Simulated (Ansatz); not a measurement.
## Computed properties of NiO

NiO:
```
CELL_PARAMETERS angstrom
      0.00000     2.55358     2.55358
      2.55358     0.00000     2.55358
      2.55358     2.55358     0.00000
ATOMIC_POSITIONS crystal
  Ni 0.00000 0.00000 0.00000
  O  0.25000 0.25000 0.25000
  Ni 0.50000 0.50000 0.50000
  O  0.75000 0.75000 0.75000
```
The run is spin-polarised; directions of the spins, atom by atom: ↑ 0 ↓ 0.

Space group Pm-3m (No. 221), CsCl type; conventional cell a = b = c = 2.554 Å, α = β = γ = 90.00°.

Method: PBEsol in the plane-wave PAW code Ansatz. The cell and atoms are relaxed at this level. Other levels are named where they apply.

**Cell and energy**

* **Volume per atom**: 8.33 Å³
* **Density**: 7.45 g/cm³
* **Formation energy from the elements (no fitted shifts)**: -4.7 kJ/mol-atom

**Electronic structure**

* **Electronic character**: metallic (no gap)
* **Density of states at the Fermi level**: 0.72 states/eV per atom (mean over ±0.08 eV)

**Magnetism**

- Magnetic order = antiferromagnetic
- Net moment = 0.00 μB per atom

**Mechanics**

- Bulk modulus (Birch–Murnaghan fit) = 223 GPa
- Pressure derivative B′ = 4.6
- Mechanical stability = unstable (C has a negative eigenvalue)

The cell is a constructed one: a structure type filled with these elements; neither database checked (COD, Materials Project) lists it. It is not the phase usual at ambient conditions (space group No. 225). Symmetry was held in the PBEsol relaxation, as lowered by the spin order. Magnetic state: antiferromagnetic, chosen from 3 collinear starts compared on coarse meshes (ties went to the first, and starts can fall back to one state), not a proven ground state. No Hubbard U is applied. The compound may be a true metal, but semilocal functionals without U, or a wrong spin order, can also close a gap. Point labels and valley counts follow the cell and symmetry of the run, lower than the named group. The references are the lowest solids computed at this level, not always the standard phases (solids in place of the gases).

Potentials: the earlier of the program's two PAW sets. The files were generated under PBE; for other functionals the program regenerates the frozen cores, and for LDA and PBEsol the local potential too.
